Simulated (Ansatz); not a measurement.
Data:

InMo3C:
```
InMo3C
1.0
    4.19847     0.00000     0.00000
    0.00000     4.19847     0.00000
    0.00000     0.00000     4.19847
In Mo C
1 3 1
Direct
  0.00000   0.00000   0.00000
  0.00000   0.50000   0.50000
  0.50000   0.00000   0.50000
  0.50000   0.50000   0.00000
  0.50000   0.50000   0.50000
```

This is the r²SCAN-relaxed structure.

### Question
All from the program Ansatz at the r²SCAN level (PAW), unless another level is named. Give the Hill bulk and shear moduli.

### Answer
235 and 101 GPa.

### Question
What about the elastic constants (relaxed ions, GPa)?

### Answer
C11 = 439, C12 = 133, C44 = 76.7.

Space group Pm-3m (anti-perovskite). The start of the workflow was typed in or built on a structure type; neither database checked (COD, Materials Project) lists it. Its standing as an ambient phase is unchecked. The r²SCAN relaxation kept the symmetry of its start; its stability against distortions is not shown here. The run is not spin-polarised. Its formation energy is positive at this level, so the cell may be metastable or incomplete. As this level gives no gap, shear constants depend on the k-mesh and smearing (Fermi–Dirac, 0.1 eV here).

Potentials: the earlier of the program's two PAW sets. The files were generated under PBE; for other functionals the program regenerates the frozen cores, and for LDA and PBEsol the local potential too.
